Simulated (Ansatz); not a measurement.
B₄C:
```xyz
15
Lattice="2.8160 1.6258 4.0250 -2.8160 1.6258 4.0250 0.0000 -3.2516 4.0250" Properties=species:S:1:pos:R:3 pbc="T T T"
B     -1.4023    -0.8096     7.7334
B      1.4023     0.8096     4.3417
B      1.4023    -0.8096     7.7334
B     -1.4023     0.8096     4.3417
B      0.0000     1.6192     7.7334
B      0.0000    -1.6192     4.3417
B     -0.9119    -0.5265    10.7000
B      0.9119     0.5265     1.3750
B      0.9119    -0.5265    10.7000
B     -0.9119     0.5265     1.3750
B      0.0000     1.0530    10.7000
B      0.0000    -1.0530     1.3750
C      0.0000     0.0000     7.3629
C      0.0000     0.0000     4.7122
C      0.0000     0.0000     6.0375
```

Relaxed with r²SCAN.

Question: Map the valence electron density (e/Å³), cut off at 0.8 on the plane through (0.308, 0.806, 0.806) spanned by u = [1, 0, 0] and v = [-1, 1, 1] in lattice vectors, from r²SCAN in the plane-wave PAW code Ansatz.

Answer: x is the fraction of u, y of v (the angle between them is 97°; rows are the nearest grid lines); atoms in the plane: B at (0.00, 0.00), B at (0.77, 0.39), B at (0.55, 0.19), B at (0.22, 0.20), C at (0.10, 0.80), C at (0.67, 0.58), C at (0.89, 0.69).
```
|-+#*=:.      .:-+*%%%@@@@*-|
|%@@%+-.       .::-==++*###%|
|@@@@#=:.       ..::---==*#@|
|@@@@@@#-.           ..:-+#@|
|@@@@@@@*-.          .:-+%@@|
|@@@@@@@*-.         .:-*@@@@|
|@@@@@@*-:.     ..:-+%@@@@@@|
|@@#+-:..    ..-=*%@@@@@@@@@|
|@*=:..      .-+%@@@@@@@@@@@|
|:.         .:+@@@@@@@@@@#=:|
|           .:+@@@@@@@@*=:. |
|            :=%@@@@@@%+-:. |
|::::..       .-+%@@@@#+=--:|
|==--:..       :-+%@@@##*++=|
|%%#*+-:.      .:=*#+-+@@@%%|
|%%%%#+=::.....:-*%@@%%%%%%%|
|*#%%#*+=-:::::-+#@@@%#*****|
|-+*%@@%###****#%@@%#+-::::-|
|:=*%%+=%@@@@@@++%%*=-.. ..:|
|:=*%%+=@@@@@@%==%%*=:.. ..:|
|=*%@@%#####%%##@@%*=-::::-=|
|%@@@#+=-:::--=+#%%%#*+++**%|
|%@@%*=:.....:-=+#%%%%##%%%%|
|-+#*=:.      .:-+*%%%@@@@*-|
```
Scale: ten equal steps from 0.039 (start of ' ') to 0.800 (end of '@'), in the order ' .:-=+*#%@'; x runs from 0.000 to 1.00, y from 0.000 (bottom) to 1.00 (top).

The density is the valence pseudo-density with augmentation charge, so density and ELF within about 1 Å of a nucleus are not all-electron values.

Space group R-3m. The first step of the workflow began from a Materials Project structure, measured or hypothetical; the Crystallography Open Database copy checked does not list it. Its standing as an ambient phase is unchecked. The cell was relaxed with r²SCAN under the symmetry of its start; whether a distortion lowers the energy is not shown.

Potentials: the earlier of the program's two PAW sets. The files were generated under PBE; for other functionals the program regenerates the frozen cores, and for LDA and PBEsol the local potential too.
